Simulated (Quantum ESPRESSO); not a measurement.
# Kohn-Sham bands of Be$_{5}$Pt (F-43m)

```xyz
6
Lattice="0.0000 2.9813 2.9813 2.9813 0.0000 2.9813 2.9813 2.9813 0.0000" Properties=species:S:1:pos:R:3 pbc="T T T"
Be    -1.4906    -1.4906    -1.4907
Be     2.2404     2.2404     2.2404
Be     2.2404     0.7409     0.7409
Be     0.7409     2.2404     0.7409
Be     0.7409     0.7409     2.2404
Pt     0.0000     0.0000     0.0000
```

Cell from Materials Project (mp-1072399), symmetrised, no further relaxation. Not found in the COD (Crystallography Open Database) copy used; not checked further. Method: PBEsol plane waves in Quantum ESPRESSO 7.5 (PseudoDojo norm-conserving files, 71 Ry, no spin polarisation, no spin-orbit coupling), Bloch states on a 4×4×4 mesh through Γ, Wannier90 4.0.1. Density: 12×12×12 mesh, cold smearing 0.01 Ry. Spin-orbit coupling is left out although heavy elements are present. The gap is small at this level and was sampled on the meshes and a path alone.

Energies are relative to the valence-band maximum; weights are on the orthonormalised atomic waves of the pseudopotential files, averaged over the group. 38 electrons a cell are treated as valence.

Task: Into which isolated groups do the bands fall, where do they lie and what are they made of?

Result: 
```
bands  from (eV)  to (eV)  filling             weight on atomic waves
-----  ---------  -------  -------  ---------------------------------
1        -100.17  -100.17   filled                        Be 1s 100 %
2         -99.93   -99.93   filled                         Pt 5s 98 %
3–6       -98.80   -98.76   filled                         Be 1s 99 %
7–9       -54.01   -54.01   filled                        Pt 5p 100 %
10–19     -11.40     0.00   filled  Pt 5d 46 %, Be 2s 29 %, Pt 6s 7 %
```

The Kohn-Sham gap over both meshes and the path is 0.15 eV.
